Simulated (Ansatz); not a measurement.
Ansatz (an electronic-structure program) input:

Ansatz 0.2 input:
```yaml
crystal:
  lattice:
    - [1.2489984861, -2.1632534908, 0.0]
    - [1.2489984861, 2.1632534908, 0.0]
    - [0.0, 0.0, 6.5993553081]
  atoms:
    - { symbol: B, position: [0.3337452333, 0.6662547667, 0.75] }
    - { symbol: N, position: [0.6670788016, 0.3329211984, 0.75] }
    - { symbol: B, position: [0.6662547667, 0.3337452333, 0.25] }
    - { symbol: N, position: [0.3329211984, 0.6670788016, 0.25] }
kpoints:
  mp_grid: { grid: [13, 13, 4] }
hamiltonian:
  xc: r2scan
  dispersion: d4
  pseudopotentials: { azcp: { folder: ./paw }, kind: paw }
scf:
  occupations: { method: fixed }
checkpoint: { read: static.run }
output: { bader: true, populations: true }
```

Output (shortened):

```
Pseudopotential: B, paw, valence charge 3
Pseudopotential: N, paw, valence charge 5
Functional definition: r2SCAN
Crystal: 4 atoms, lattice volume = 35.662 Å³
Basis set: ecut = 500 eV, 883 PW (Γ), exchange–correlation on 80×80×200 points (64 copies of the dense FFT grid, shifted against one another)
Bands: 12, of which v1, the nominal top of the filled ones, is band 8 counted from 1 (7 counted from 0)
Symmetry: 8 space group operations
Space group: Cmcm (ITA 63), of the structure as read, at distance tolerance 3.3e-5 Å
k-points: 147 of 676
Stability of the state it starts from, as read at its close in the unpolarized treatment …
iter 1 solved again at ethr=9.16e-9 eV; its pass at ethr=3.10e-3 eV (dr2=1.47e-6 eV) is discarded
SCF iter   1: F=—  HF=-1088.533562 eV  |F-HF|=—  |Δ(HF+E_count)|=         —  Δρ=4.24e-7  dr2=2.28e-11  dr2_τ=3.68e-12  ethr=9.16e-9  ⟨swp⟩=3.4  Hψ=15005  notcnv=0  defer=294
preconditioner: auto → none
SCF iter   2: F=-1088.533562 eV  HF=-1088.533562 eV  |F-HF|=2.96e-12  |Δ(HF+E_count)|=  2.46e-10  Δρ=2.55e-7  dr2=8.97e-12  dr2_τ=1.37e-12  ethr=1.00e-12  ⟨swp⟩=6.8  Hψ=7894  notcnv=0
SCF 1 converged in 2 iterations: F = -1088.533562 eV  dr2 = 8.97e-12
SCF converged after 2 iterations
Free energy (F): -1088.533562 eV
Harris-Foulkes:  -1088.533562 eV  (|F-HF|=2.96e-12)
Internal energy: -1088.533562 eV  (E = F + TS)
E sigma→0 (E₀):  -1088.533562 eV
Fermi energy:    4.624511 eV
--- Per-component energies (eV) ---
  E_band       = -46.410557
  E_kinetic    = 363.878561
  E_local      = -654.042994  (includes V_loc(G=0)·N_el)
  E_nonlocal   = 85.092930
  E_hartree    = 222.009547
  E_xc         = -181.472899
  E_vxc        = -250.287221  (∫ρ·V_xc dr)
  E_paw        = -420.461663  (= ΣΔE_a)
  E_vpaw       = -49.314204  (= ΣTr[D̂ρ^β])
  E_aug_tail   = 0.000012  (compensation charges beyond the density's cutoff)
  E_vtau       = 14.243312  (kinetic-family band-sum trace: ∫τ·v_τ [+ j·A + Jᵃ·Aᵃ] dr)
  E_ewald      = -503.162893
  E_disp       = -0.278150  (pairwise vdW)
  E_core_change = -0.096014  (= ΣΔE_core)
  E_smearing   =  0.000000  (= −TS)
  E_closure    =  0.000000  (closes the sum)
  Σ components = -1088.533562   (vs F -1088.533562, Δ=0.00e0)
  [band-id]    e_kinetic+e_local+e_nonlocal+2·e_hartree+e_vxc+e_vpaw+e_augmentation_tail+e_vtau = -46.410510   (vs E_band -46.410557, Δ=4.65e-5)
--- Band table (eV; the first three rows and the last of 147) ---
  k-point 0: bands = ["-14.2657", "-13.9620", "-1.8693", "0.3704", "3.2366", "3.2369", "3.2777", "3.2778", "10.2553", "15.7655", "16.9992", "17.0006"]
  k-point 1: bands = ["-14.2235", "-14.0090", "-1.5968", "-0.0357", "3.2426", "3.2429", "3.2717", "3.2718", "11.0020", "14.7483", "17.0191", "17.0203"]
  k-point 2: bands = ["-14.1186", "-14.1186", "-0.8786", "-0.8786", "3.2571", "3.2571", "3.2573", "3.2573", "12.7888", "12.7888", "17.0677", "17.0677"]
  k-point 146: bands = ["-11.0041", "-11.0041", "-4.5419", "-4.5419", "0.3519", "0.3519", "3.5090", "3.5090", "10.0776", "10.0776", "15.2741", "15.2741"]
--- Löwdin populations: 4 sites ---
  site symbol       q [e]
     0      B      2.5728
     1      N      5.3685
     2      B      2.5728
     3      N      5.3685
  spilling = 0.007339 (of n_electrons = 16.000000)
--- Bader charges: 4 sites ---
  site symbol  charge [e]  shift [e]
     0      B      2.3035     0.0005
     1      N     -2.3035     0.0005
     2      B      2.3035     0.0005
     3      N     -2.3035     0.0005
  shift: an alarm, by how much a part of what the PAW files miss would move the charge. Where it is large, compare
  with a run on PAW files of another source; a small one proves nothing
  estimated error of the sums over rays = 5.8e-4 e
```

Cost: around 50 core-seconds (rough) on shared cores.

Space group P6_3/mmc. Symmetry was held in the r²SCAN+D4 relaxation. Point labels and valley counts follow the cell and symmetry of the run, lower than the named group.

Potentials: the earlier of the program's two PAW sets.

Ansatz is a plane-wave DFT program.
